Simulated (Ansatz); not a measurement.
## Contact germanides: how much Ge do they eat?

Candidates compared on computed values. A metal film that reacts with Ge consumes substrate; on a shallow junction the depth consumed per thickness of contact matters as much as the driving force.

The reference row is NiGe. 8 nm of metal is deposited and fully reacted. All products have no gap at this level.

### Data

Where the numbers come from (Ansatz, a plane-wave PAW program): volume per atom: r²SCAN, relaxed cell; metal volume, Ge volume: r²SCAN, the element in its room-temperature structure; ΔH_f: r²SCAN, 0 K, against the elements in the same set-up, no fitted corrections.

The figures follow from the printed values by these rules: Ge consumed = metal thickness × y × V(Ge)/V(metal); product = metal thickness × (1 + y) × V/V(metal); ratio = consumed/product; volume change = product/(metal + consumed) − 1.

```tsv
crystal	Ge atoms per metal atom	V (Å³/atom)	V of the metal (Å³/atom)	V of Ge (Å³/atom)	ΔH_f (eV/atom)	Ge consumed (nm)	product thickness (nm)	consumed per nm of product	volume change (%)
Ta3Ge (I-4, tI32)	0.333	17.27	18.05	22.83	−0.310	3.37	10.20	0.33	−10
V3Ge (Pm-3n, cP8)	0.333	13.27	13.26	22.83	−0.385	4.59	10.67	0.43	−15
Rh2Ge (Pnma, oP12)	0.500	13.91	13.72	22.83	−0.470	6.66	12.17	0.55	−17
V5Ge3 (P6₃/mcm, hP16)	0.600	14.09	13.26	22.83	−0.374	8.26	13.60	0.61	−16
NiGe (Pnma), reference	1.000	13.30	10.52	22.83	−0.265	17.36	20.23	0.86	−20
```

Runs started from generated or typed cells of the structure named: NiGe. Not checked to be the ambient phase: V3Ge (Pm-3n, cP8); Rh2Ge (Pnma, oP12); V5Ge3 (P6₃/mcm, hP16). No claim is made that these are known or stable phases: Ta3Ge (I-4, tI32). Over 15 meV/atom above the lowest phase of their formula at hand: V5Ge3 (P6₃/mcm, hP16) (39 meV/atom, r²SCAN). Magnetic states: V3Ge (Pm-3n, cP8) ferromagnetic, as set for this run; V5Ge3 (P6₃/mcm, hP16) ferrimagnetic, the lowest of the collinear orders tried. Functionals of the SCAN family are commonly reported to give itinerant 3d magnets too large moments and volumes. Run without spin polarisation: NiGe. Spin–orbit coupling is left out unless named. No other phase of the formula is at hand at the same level beside Ta3Ge (I-4, tI32), V3Ge (Pm-3n, cP8), Rh2Ge (Pnma, oP12). ΔH_f counts from the lowest computed solid of each element: Ge (Fd-3m), Ni (Fm-3m, ferromagnetic), Rh (Fm-3m), Ta (Im-3m), V (Im-3m).

### Worked example

Arithmetic for V5Ge3 (P6₃/mcm, hP16):

1. Ge consumed: 8 × 0.600 × 22.83/13.26 = 8.26 nm
2. product thickness: 8 × (1 + 0.600) × 14.09/13.26 = 13.60 nm
3. Ge consumed per nm of product: 8.26/13.60 = 0.61
4. volume change: 100 × (13.60/(8 + 8.26) − 1) = −16 %

The steps for NiGe:

Ge consumed: 8 × 1.000 × 22.83/10.52 = 17.36 nm; product thickness: 8 × (1 + 1.000) × 13.30/10.52 = 20.23 nm; Ge consumed per nm of product: 17.36/20.23 = 0.86; volume change: 100 × (20.23/(8 + 17.36) − 1) = −20 %.

### Result

In order of Ge consumed per nm of product, lowest first: Ta3Ge (I-4, tI32) (0.33 ± 0.010), V3Ge (Pm-3n, cP8) (0.43 ± 0.014), Rh2Ge (Pnma, oP12) (0.55 ± 0.017), V5Ge3 (P6₃/mcm, hP16) (0.61 ± 0.019), NiGe (0.86 ± 0.027). The ± follows from allowances picked for this note (volume per atom 1 %, metal volume 1 %, 3 % for the model), carried to first order and added in quadrature; ≈ joins neighbours closer than their two ± added in quadrature. 4 of the 4 others clearly beat the reference on this figure.

Pareto front for low Ge consumed per nm of product and low ΔH_f: Ta3Ge (I-4, tI32) (0.33, −0.310); V3Ge (Pm-3n, cP8) (0.43, −0.385); Rh2Ge (Pnma, oP12) (0.55, −0.470). The reference is off the front.

### Caveats

Which phase forms first is kinetic; barrier heights, resistivities and agglomeration are not treated. Phases over 50 meV/atom above the lowest one at hand were not drawn (by r²SCAN where it compared them, else by the largest value; a layered or molecular lowest phase counts only with a dispersion term); other phases could lie lower still. The rows are a sample and no shortlist: familiar crystals first, some related and some not, whatever their agreement with measurement; tables with many equal figures were not kept. Limits of the draw: ΔH_f under −0.03 eV/atom; for ΔH_f, runs without a dispersion term, no Mn, and elements whose lowest cell is their usual one. As a rule kept out of such tables: 4f compounds, open-shell compounds run without a Hubbard term, cells found unstable in the tests at hand, cells close to a higher symmetry, and runs set to a pressure or over 12 % in volume from the crystal's fullest run.
